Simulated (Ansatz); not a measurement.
## ZrSnTe: a fit and a missing row

ZrSnTe, P4/nmm, a = 4.042 Å, c = 8.684 Å. The structure is a Materials Project entry; whether it is the stable form wasn't checked. Ansatz: PBEsol, PAW, 420 eV, Γ-centred 10×10×4 mesh on 6 atoms, Gaussian smearing 0.10 eV; no spin polarisation. Shape and atoms are relaxed at each volume; pressure is positive in compression.

```
V (Å³/atom) P (GPa)
     20.808    15.94
     21.517    10.91
     22.226     6.66
     22.936     3.06
     23.645     0.01
     24.354    -2.56
     25.064    -4.74
     26.009        ?
```

Task: Take V0 = 23.645 Å³/atom, count pressures from its P0 = 0.01 GPa, fit the third-order Birch–Murnaghan form to the other rows, and predict the missing pressure.

Result: With the Eulerian strain f = ½[(V0/V)^(2/3) − 1] and y = (P − P0)/[3f(1 + 2f)^(5/2)], the form is the line y = B0 + 1.5 B0 (B0′ − 4) f. Rows (f, y): 0.04447, 96.5; 0.03245, 95.7; 0.02106, 94.9; 0.01025, 94.3; -0.00975, 92.3; -0.01905, 91.6. Means f = 0.01324, y = 94.217; Σ(Δf)² = 0.002986, ΣΔfΔy = 0.2335; the slope is their ratio. y = 93.18 + 78.19 f GPa, so B0 = 93.2 GPa and B0′ = 4 + 2 × (78.19)/(3 × 93.18) = 4.56. At V = 26.009, f = -0.03078, y = 90.77 and P = -7.14 GPa. The run gave -7.12 GPa, so the fit is 0.02 GPa too low, within twice the rms miss on the fitted rows (0.01 GPa). The form still works here, 22 % of the fitted range beyond its end.